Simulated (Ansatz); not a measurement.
ZnSe:
```
ZnSe
1.0
    0.00000     2.83300     2.83300
    2.83300     0.00000     2.83300
    2.83300     2.83300     0.00000
Zn Se
1 1
Direct
  0.00000   0.00000   0.00000
  0.25000   0.25000   0.25000
```

Relaxed with r²SCAN. Special points in fractions of this cell's reciprocal vectors: Γ (0.000, 0.000, 0.000); X (0.500, 0.000, 0.500); U (0.625, 0.250, 0.625); K (0.375, 0.375, 0.750); L (0.500, 0.500, 0.500); W (0.500, 0.250, 0.750).

### Question
List the band energies nearest the valence-band maximum at these points for the program Ansatz at the r²SCAN level (PAW).

### Answer
In eV from the valence-band maximum; about four levels below and three above (degenerate sets whole), none deeper than 8.9 eV; … stands for higher levels left out; points with the same levels are listed once.

```tsv
k	below	above
Γ	-6.30 -6.30 0.00 0.00 0.00	1.86 …
X	-6.11 -4.80 -2.24 -2.24	3.34 3.87 11.49
U	-6.03 -4.75 -3.15 -1.83	3.99 6.05 9.64
L	-6.14 -5.31 -0.89 -0.89	3.05 6.87 6.87
W	-5.99 -4.72 -2.82 -2.71	5.83 6.07 7.59
```

Space group F-43m (zinc blende). The cell was relaxed with r²SCAN under the symmetry of its start; phonons on a q-mesh show no instability. Spin–orbit coupling is left out wherever it is not named.

Potentials: the earlier of the program's two PAW sets.
